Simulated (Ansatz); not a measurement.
La2B4Rh5 in space group Fmmm (No. 69; Pearson symbol oF44), the program Ansatz at the PBE level (PAW), all energies at zero smearing, with the estimated change up to a 700 eV cutoff added, with one set of potentials and settings (totals compare only within such a set). Cell of 11 atoms (5 Rh, 4 B, 2 La): -45145.917 eV.

| element | reference phase | E (eV/atom) |
|---|---|---|
| Rh | Fm-3m, 1 atoms in the cell | -6402.8911 |
| B | R-3m, 12 atoms in the cell | -155.9161 |
| La | P6_3/mmc, 4 atoms in the cell | -6250.0953 |

Formation energy per atom, worked out: (-45145.917 − 5×(-6402.8911) − 4×(-155.9161) − 2×(-6250.0953))/11 = -0.692 eV/atom (-67 kJ per mol of atoms), at 0 K, without zero-point energy or fitted corrections.

The workflow started from an entry of the Crystallography Open Database (COD). Its standing as an ambient phase is unchecked. The PBE relaxation kept the symmetry of its start; its stability against distortions is not shown here. No spin polarisation was allowed. The references are the lowest solids computed at this level, not always the standard phases. Spin–orbit coupling is left out wherever it is not named.

Potentials: the later of the program's two PAW sets.
